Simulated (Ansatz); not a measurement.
What DFT gives for LaI

```xyz
4
Lattice="3.9133 0.0000 0.0000 -1.9567 3.3890 0.0000 0.0000 0.0000 9.6727" Properties=species:S:1:pos:R:3 pbc="T T T"
I    -0.0002    2.2595    2.4182
I     1.9565    1.1296    7.2545
La    0.0000    0.0000    0.0000
La    0.0000    0.0000    4.8363
```

Level: r2SCAN, no spin polarisation; 500 eV; 10×10×4 Γ-centred mesh; fermi-dirac occupations (width 0.1 eV); Ansatz 0.2.0, fixed geometry.

What happens at the Fermi level?

It is a metal, with about 1.4 states/eV a cell as the mean within 0.25 eV of the Fermi level, mostly La d (76 %) and La f (12 %).

Is it stable against the elements?

-1.25 eV an atom against the elements' usual phases (free molecules for gases, crystals otherwise, with no correction for O₂ or N₂), so it is bound against them; other compounds may still compete. Relaxing would lower it.

What does the stress say?

The pressure is 2.2 GPa (compression positive), so with the atoms held at these fractions the cell would first expand.

What do density and ELF say about some of the short contacts?

I–La at 3.31 Å: least valence density 0.15 e/Å³ and ELF 0.10 there. These are pseudo-fields; inside the PAW spheres they differ from the all-electron ones.

Origin: a database entry at a rescaled volume. Caveats: f levels without a U or exact exchange are poorly placed.
